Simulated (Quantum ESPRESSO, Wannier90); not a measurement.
**Tight-binding from DFT: Cu (fcc (Cu type))**

```
CELL_PARAMETERS angstrom
      0.00000     1.78872     1.78872
      1.78872     0.00000     1.78872
      1.78872     1.78872     0.00000
ATOMIC_POSITIONS crystal
  Cu 0.00000 0.00000 0.00000
```

Cell from Materials Project (mp-30), symmetrised, no further relaxation. This is the element's usual structure. Method: LDA plane waves in Quantum ESPRESSO 7.5 (PseudoDojo norm-conserving files, 74 Ry, no spin polarisation, no spin-orbit coupling), Bloch states on a 12×12×12 mesh through Γ, Wannier90 4.0.1. Density: 20×20×20 mesh, cold smearing 0.01 Ry.

Energies are relative to the Fermi level.

**Bands.** No gap over 0.05 eV opens at the Fermi level at this level of theory. 2 filled groups are cut off by gaps; the highest, bands 2–4, spans -69.74 to -69.62 eV and is Cu 3p 100 %.

**Model.** 9 functions (Cu spd) from bands 5-21, frozen to 1.50 eV, reach Ω_I = 4.64 Å² and follow pw.x to 2.9 meV rms (states up to 1.0 eV relative to the Fermi level).

**Frozen window.** Edge, Ω_I and misfit go -0.5 eV, 4.55 Å², 26 meV; 0.5 eV, 4.59 Å², 6.2 meV; 1.0 eV, 4.61 Å², 3.9 meV; 1.5 eV, 4.64 Å², 2.9 meV. Ω_I never falls as the edge rises, since each frozen state takes freedom from the choice of the smoothest subspace. The edges under the compared range leave its upper states unfrozen, and their misfit is the largest.

**No window.** Without a frozen window Ω_I drops to 4.31 Å² while the misfit grows to 618 meV: a small spread is no proof of good bands.

**Outer window.** The setting "only the lowest 11 of the kept bands" raises Ω_I to 7.37 Å², as fewer states are left to mix in, and the misfit goes to 2.9 meV.

**Stops.** With the frozen window to 18.70 eV the program stops (More states in the frozen window than target WFs).
